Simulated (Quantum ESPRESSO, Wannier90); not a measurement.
**Wannier functions of Si₂Ni (Fm-3m)**

```
begin unit_cell_cart
ang
    0.0000000000    2.6931550000    2.6931550000
    2.6931550000    0.0000000000    2.6931550000
    2.6931550000    2.6931550000    0.0000000000
end unit_cell_cart
begin atoms_frac
Si   0.2500000000  0.2500000000  0.2500000000
Si  -0.2500000000 -0.2500000000 -0.2500000000
Ni   0.0000000000  0.0000000000  0.0000000000
end atoms_frac
```

Cell from Materials Project (mp-2291), symmetrised, no further relaxation. COD (Crystallography Open Database) has an entry of this formula and space group (matched by these alone). Method: PBEsol plane waves in Quantum ESPRESSO 7.5 (PseudoDojo norm-conserving files, 79 Ry, no spin polarisation, no spin-orbit coupling), Bloch states on a 10×10×10 mesh through Γ, Wannier90 4.0.1. Density: 10×10×10 mesh, cold smearing 0.01 Ry. A non-magnetic state is assumed; magnetic ones were not tried.

A tight-binding model is made by disentanglement and projection with no localisation steps (num_iter = 0), so the 17 orbitals stay atom-like: hydrogen-like Si: s;p; Ni: s;p;d, axes along x, y, z; frozen window up to 1.50 eV relative to the Fermi level. It follows pw.x to 5.3 meV rms for states up to 1.0 eV relative to the Fermi level. Matrix elements depend on this choice of orbitals and windows.

Task: What are the on-site energies relative to the Fermi level, and how fast do the hoppings decay?

Result: 
| atom | orbitals | energy (eV) |
|---|---|---|
| Si1 | s | -2.76 |
| Si1 | pz px py | 2.31 |
| Si2 | s | -2.76 |
| Si2 | pz px py | 2.31 |
| Ni3 | s | 1.85 |
| Ni3 | pz px py | 6.32 |
| Ni3 | dz2 dx2-y2 | -3.54 |
| Ni3 | dxz dyz dxy | -3.88 |

```tsv
distance of the centres (Å)	largest modulus (eV)
2–3	2.4
3–4	0.28
4–5	0.30
5–6	0.42
6–7	0.15
7–8	0.029
8–9	0.050
9–10	0.032
10–11	0.030
11–12	0.0069
12–13	0.0090
```
